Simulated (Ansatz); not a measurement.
LaF in space group R-3m (No. 166; La on 6c, F on 6c) under volume change, the program Ansatz at the r²SCAN+D4 level (PAW), shape and atoms relaxed at each volume.

```
V (Å³/atom)  E − E(relaxed) (meV/atom)  P (GPa)
-----------  -------------------------  -------
20.520                            18.8     3.30
21.197                             7.8     1.96
21.873                               …        …
22.550                             0.0     0.00
23.226                               …        …
23.903                             6.7    -1.49
24.579                            14.1    -2.00
```

Question: What belongs in the gaps?

Answer: 
- 23.226, E − E(relaxed) (meV/atom): 1.8
- 23.226, P (GPa): -0.84
- 21.873, E − E(relaxed) (meV/atom): 1.9
- 21.873, P (GPa): 0.91

Question: What does a third-order Birch–Murnaghan fit give for V₀, B₀ and B′?

Answer: V₀ = 22.52 Å³/atom, B₀ = 28.4 GPa, B′ = 4.7.

The start of the workflow was typed in or built on a structure type; neither database checked (COD, Materials Project) lists it. Whether it is the stable phase at ambient conditions was not checked. The r²SCAN+D4 relaxation kept the symmetry of its start; whether a distortion lowers the energy is not shown. Scalar-relativistic: spin–orbit coupling is off unless named, which matters more the heavier the elements.

Potentials: the earlier of the program's two PAW sets. The files were generated under PBE; for other functionals the program regenerates the frozen cores, and for LDA and PBEsol the local potential too.
